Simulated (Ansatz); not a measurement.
## Computed properties of NbAg

NbAg:
```
CELL_PARAMETERS angstrom
      0.00000     2.71337     2.71337
      2.71337     0.00000     2.71337
      2.71337     2.71337     0.00000
ATOMIC_POSITIONS crystal
  Ag 0.00000 0.00000 0.00000
  Nb 0.50000 0.50000 0.50000
```

Space group Fm-3m (No. 225), rock salt; conventional cell a = 5.4267 Å, b = 5.4267 Å, c = 5.4267 Å, α = 90.00°, β = 90.00°, γ = 90.00°.

Method: r²SCAN in the plane-wave PAW code Ansatz. Geometry: relaxed at this level of theory. Other levels are named where they apply.

Cell and energy:

* **Volume per atom**: 19.98 Å³
* **Density**: 8.34 g/cm³
* **Formation energy from the elements (no fitted shifts)**: 1.22 eV/atom

Electronic structure:

- Electronic character: metallic (no gap)
- Density of states at the Fermi level: 1.3 states/eV per atom (mean over ±0.08 eV)
- Gap with spin–orbit coupling: none (metallic)

Mechanics:

- Bulk modulus (Birch–Murnaghan fit) = 1290 kbar
- Pressure derivative B′ = 4.7
- Elastic constants (relaxed ions, GPa) = C11 = 277, C12 = 54.4, C44 = -9.5
- Mechanical stability = unstable (C has a negative eigenvalue)

Charges:

Bader charges: Ag -1.23, Nb +1.23 e

The start of the workflow was typed in or built on a structure type; neither database checked (COD, Materials Project) lists it. Whether it is the stable phase at ambient conditions was not checked. Symmetry was held in the r²SCAN relaxation. No spin polarisation was allowed. Its formation energy is positive at this level, so the cell may be metastable or incomplete. As this level gives no gap, shear constants depend on the k-mesh and smearing (Fermi–Dirac, 0.1 eV here). The references are the lowest solids computed at this level, not always the standard phases. Scalar-relativistic: spin–orbit coupling is off unless named, which matters more the heavier the elements.

Potentials: the later of the program's two PAW sets.
